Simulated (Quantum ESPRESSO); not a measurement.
## Kohn-Sham bands of PbBrF (P4/nmm)

```xyz
6
Lattice="4.1851 0.0000 0.0000 0.0000 4.1851 0.0000 0.0000 0.0000 7.6623" Properties=species:S:1:pos:R:3 pbc="T T T"
Pb     0.0000     2.0925    -1.4604
Pb     2.0925     0.0000     1.4604
Br     2.0925     0.0000    -2.6609
Br     0.0000     2.0925     2.6609
F      2.0925     2.0925     0.0000
F      0.0000     0.0000     0.0000
```

Cell from Materials Project (mp-23008), symmetrised, no further relaxation. COD (Crystallography Open Database) has an entry of this formula and space group (matched by these alone). Level: PBEsol, spinors with spin-orbit coupling; pw.x of Quantum ESPRESSO at 68 Ry with PseudoDojo potentials, 4×4×4 k-points, Wannier90. Density: 8×8×4 mesh, cold smearing 0.01 Ry.

Energies are relative to the valence-band maximum; weights are on the orthonormalised atomic waves of the pseudopotential files, averaged over the group. 56 electrons a cell are treated as valence.

Into which isolated groups do the bands fall, where do they lie and what are they made of?


```csv
bands,from (eV),to (eV),filling,weight on atomic waves
1–4,-22.02,-21.64,filled,"F 2s 92 %, Pb 6p 6 %"
5–12,-16.97,-16.88,filled,Pb 5d 99 %
13–24,-14.45,-14.29,filled,Pb 5d 98 %
25–28,-13.71,-13.05,filled,"Br 4s 88 %, Pb 6p 6 %, Pb 5d 5 %"
29–32,-7.36,-5.87,filled,"Pb 6s 70 %, F 2p 20 %, Br 4p 7 %"
33–56,-4.60,0.00,filled,"Br 4p 43 %, F 2p 43 %, Pb 6p 8 %"
```

The Kohn-Sham gap over both meshes and the path is 2.12 eV.
